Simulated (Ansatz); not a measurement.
## Phases of Ge at 25 GPa

Structure types of Ge are relaxed in primitive cells with their symmetry kept at 25 GPa, first on PAW files, then by LAPW. The enthalpy is E + pV at zero temperature, without zero-point motion. Only the types listed were tried, and differences under about 5 meV/atom are mesh noise. The real phase may be another.

Computed with Ansatz 0.2.0; functional LDA, scalar-relativistic. Settings: Fermi–Dirac smearing of 0.05 eV, no spin polarisation. Methods: LAPW: all electrons, basis error target 0.5 meV/atom; PAW: frozen-core files, cutoff 420 eV.

k meshes: bcc 17×17×17, hcp 16×16×9, diamond 12×12×12, beta tin 16×16×16, simple hexagonal 16×16×15.

The PAW files were made under PBE.

Order the types by LAPW enthalpy, lowest first.
A. simple hexagonal
B. diamond
C. beta tin
D. hcp
E. bcc

C (0 meV/atom), A (26 meV/atom), E (103 meV/atom), D (108 meV/atom), B (386 meV/atom).

```
      start type                   ends as          a, b, c (Å)  V (Å³/atom)  H − H(lowest), LAPW (meV/atom)  same, PAW
             bcc                bcc, Im-3m  3.080, 3.080, 3.080        14.61                           102.7      102.7
             hcp             hcp, P6_3/mmc  2.746, 2.746, 4.490        14.66                           107.9      107.9
         diamond            diamond, Fd-3m  5.240, 5.240, 5.240        17.98                           386.0      386.3
        beta tin        beta tin, I4_1/amd  4.782, 4.782, 2.586        14.79                             0.0        0.0
simple hexagonal  simple hexagonal, P6/mmm  2.636, 2.636, 2.455        14.77                            26.1       26.2
```

Split the lead of beta tin over simple hexagonal into energy and pV.

For simple hexagonal less beta tin: ΔE = +28.8 meV/atom, and p·ΔV = 25 GPa × -0.0167 Å³ × 6.242 meV/(GPa·Å³) = -2.6 meV/atom, together 26.2 meV/atom. beta tin wins by its internal energy, though it is the less dense.
